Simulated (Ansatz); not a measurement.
BeS:
```xyz
6
Lattice="3.4236 0.0000 0.0000 -1.7118 2.9649 0.0000 0.0000 0.0000 7.7464" Properties=species:S:1:pos:R:3 pbc="T T T"
Be    -0.8559     1.4825     2.5821
Be     0.8559     1.4825     5.1643
Be     1.7118     0.0000     0.0000
S     -0.8559     1.4825     6.4553
S      0.8559     1.4825     1.2911
S      1.7118     0.0000     3.8732
```

Relaxed with PBEsol. Special points in fractions of this cell's reciprocal vectors: Γ (0.000, 0.000, 0.000); M (0.500, 0.000, 0.000); K (0.333, 0.333, 0.000); A (0.000, 0.000, 0.500); L (0.500, 0.000, 0.500); H (0.333, 0.333, 0.500).

List the band energies nearest the valence-band maximum at these points for plane-wave PAW PBEsol (Ansatz code).

In eV from the valence-band maximum; about four levels below and three above (degenerate sets whole), none deeper than 8.9 eV; points with the same levels are listed once.

| k | below | above |
|---|---|---|
| Γ | -0.68 -0.68 -0.32 0.00 | 3.91 3.91 4.81 |
| M | -2.28 -2.25 -1.81 -1.69 | 2.49 2.71 3.71 |
| K | -4.09 -4.09 -2.57 -1.75 -1.75 | 3.96 4.13 4.13 |
| A | -0.75 -0.47 -0.47 -0.39 | 3.38 5.07 5.07 |
| L | -2.53 -2.09 -1.68 -1.34 | 3.06 3.68 3.98 |
| H | -3.35 -3.35 -2.72 -1.30 | 4.34 4.92 5.89 5.89 |

Space group P6_422. The start of the workflow was typed in or built on a structure type; neither database checked (COD, Materials Project) lists it. COD files the formula under space group No. 216, so this cell is another polymorph or a model. Whether it is the stable phase at ambient conditions was not checked. Symmetry was held in the PBEsol relaxation; phonons on a q-mesh show no instability.

Potentials: the later of the program's two PAW sets.
